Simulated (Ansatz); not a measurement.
Relaxed-ion elastic tensor of CaTl (CsCl type, Pm-3m) in GPa (Voigt order), PBEsol in the plane-wave PAW code Ansatz; density 7.29 g/cm³, 27.85 Å³ per atom.

```json
[
 {"": "1", "1": "49.9", "2": "30.4", "3": "30.4", "4": "0.0", "5": "0.0", "6": "0.0"},
 {"": "2", "1": "30.4", "2": "49.9", "3": "30.4", "4": "0.0", "5": "0.0", "6": "0.0"},
 {"": "3", "1": "30.4", "2": "30.4", "3": "49.9", "4": "0.0", "5": "0.0", "6": "0.0"},
 {"": "4", "1": "0.0", "2": "0.0", "3": "0.0", "4": "32.4", "5": "0.0", "6": "0.0"},
 {"": "5", "1": "0.0", "2": "0.0", "3": "0.0", "4": "0.0", "5": "32.4", "6": "0.0"},
 {"": "6", "1": "0.0", "2": "0.0", "3": "0.0", "4": "0.0", "5": "0.0", "6": "32.4"}
]
```

### Question
Is the crystal mechanically stable?

### Answer
Yes: the smallest eigenvalue of C is 19.5 GPa.

### Question
Work out the Voigt, Reuss and Hill averages.

### Answer
K_V = 36.9, K_R = 36.9, K_H = 36.9; G_V = 23.3, G_R = 16.8, G_H = 20.1 GPa.

### Question
Give Young's modulus, Poisson's ratio, Pugh's ratio and the universal anisotropy index.

### Answer
E = 9KG/(3K + G) = 50.9 GPa; ν = 0.27; K/G = 1.84 (near the Pugh limit of 1.75, no verdict); A_U = 5G_V/G_R + K_V/K_R − 6 = 1.95.

### Question
Estimate the sound speeds and the Debye temperature.

### Answer
v_l = √((K + 4G/3)/ρ) = 2950 m/s, v_t = √(G/ρ) = 1660 m/s, mean 1850 m/s; Θ = (h/k)(3n/4πV)^(1/3) v_m = 181 K.

### Question
Give the Zener ratio and Young's modulus along [100], [110] and [111].

### Answer
A = 2C44/(C11 − C12) = 3.32; 1/E = S11 − 2(S11 − S12 − S44/2)Γ with Γ = 0, 1/4, 1/3 gives 26.9, 51.9, 75.1 GPa.

### Question
Solve the Christoffel equation for the three sound speeds along [100], [110], [111].

### Answer
Eigenvalues of C_ijkl n_j n_l equal ρv². In km/s, slowest first: [100] 2.11, 2.11, 2.62; [110] 1.16, 2.11, 3.15; [111] 1.54, 1.54, 3.31.

The workflow started from an entry of the Crystallography Open Database (COD). Whether it is the stable phase at ambient conditions was not checked. The cell was relaxed with PBEsol under the symmetry of its start; its stability against distortions is not shown here. As this level gives no gap, shear constants depend on the k-mesh and smearing (Fermi–Dirac, 0.1 eV here). Spin–orbit coupling is left out wherever it is not named.

Potentials: the later of the program's two PAW sets.
